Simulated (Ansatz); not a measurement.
## Fields on a plane of Ca(MgBi)2 (space group P-3m1)

```
CELL_PARAMETERS angstrom
      4.73465     0.00000     0.00000
     -2.36733     4.10033     0.00000
      0.00000     0.00000     7.59767
ATOMIC_POSITIONS crystal
  Ca 0.00000 0.00000 0.00000
  Mg 0.66667 0.33333 0.37108
  Mg 0.33333 0.66667 0.62892
  Bi 0.33333 0.66667 0.23711
  Bi 0.66667 0.33333 0.76289
```

The slice is a (1 -1 0 0) plane (indices of the conventional cell) through the point (0.000, 0.000, 0.000) (fractional), spanned by u = [110] and v = [001] in vectors of this cell: u (4.73 Å) and v (7.60 Å, at 90° to u). It covers one period; positions are fractions (u, v).

Atoms on it: Ca at (0.00, 0.00).

The numbers are results of PBEsol (plane waves to 420 eV, PAW, scalar-relativistic; Ansatz, a quantum-chemistry and plane-wave program), not measurements. k mesh 11×11×6. These are valence fields of a PAW run, semicore shells included where kept as valence: close to a nucleus they are smooth pseudo fields. Ca(MgBi)2 was relaxed with its symmetry unable to fall. Spin-orbit coupling is left out, though Bi is heavy.

```tsv
v \ u	0.00	0.13	0.27	0.40	0.53	0.67	0.80	0.93
0.92	x	x	3.4	6.9	7.3	5.8	<0.0	x
0.83	1.2	3.4	5.9	5.6	5.1	6.1	5.0	1.9
0.75	7.0	7.2	6.7	4.1	2.9	5.6	7.2	7.1
0.67	8.3	8.2	7.0	4.4	3.5	5.8	7.8	8.3
0.58	8.5	8.3	7.2	5.5	4.9	6.4	7.9	8.5
0.50	8.5	8.3	7.4	6.2	5.8	6.8	7.9	8.4
0.42	8.5	8.3	7.2	5.5	4.9	6.4	7.9	8.5
0.33	8.3	8.2	7.0	4.4	3.5	5.8	7.8	8.3
0.25	7.0	7.2	6.7	4.1	2.9	5.6	7.2	7.1
0.17	1.2	3.4	5.9	5.6	5.1	6.1	5.0	1.9
0.08	x	x	3.4	6.9	7.3	5.8	<0.0	x
0.00	x	x	1.4	7.0	7.8	5.2	x	x
```

Values: electrostatic potential energy of an electron, from the cell's mean, in eV. Points within 1 Å of a nucleus are blanked (x), as the pseudised field means little there. Values under 0 eV are set to 0. The zero, the cell's mean, hangs on the PAW cores.

| v \ u | 0.00 | 0.13 | 0.27 | 0.40 | 0.53 | 0.67 | 0.80 | 0.93 |
|---|---|---|---|---|---|---|---|---|
| 0.88 | 0.53 | 0.13 | 0.18 | 0.53 | 0.54 | 0.44 | 0.06 | 0.41 |
| 0.75 | 0.05 | 0.16 | 0.49 | 0.61 | 0.61 | 0.59 | 0.33 | 0.07 |
| 0.62 | 0.03 | 0.09 | 0.35 | 0.58 | 0.61 | 0.50 | 0.19 | 0.04 |
| 0.50 | 0.01 | 0.03 | 0.15 | 0.33 | 0.37 | 0.25 | 0.08 | 0.02 |
| 0.38 | 0.03 | 0.09 | 0.35 | 0.58 | 0.61 | 0.50 | 0.19 | 0.04 |
| 0.25 | 0.05 | 0.16 | 0.49 | 0.61 | 0.61 | 0.59 | 0.33 | 0.07 |
| 0.12 | 0.53 | 0.13 | 0.18 | 0.53 | 0.54 | 0.44 | 0.06 | 0.41 |
| 0.00 | x | 0.85 | 0.05 | 0.12 | 0.14 | 0.05 | 0.53 | x |

Values: electron localisation function (ELF). Points within 0.5 Å of a nucleus are blanked (x), as the pseudised field means little there.
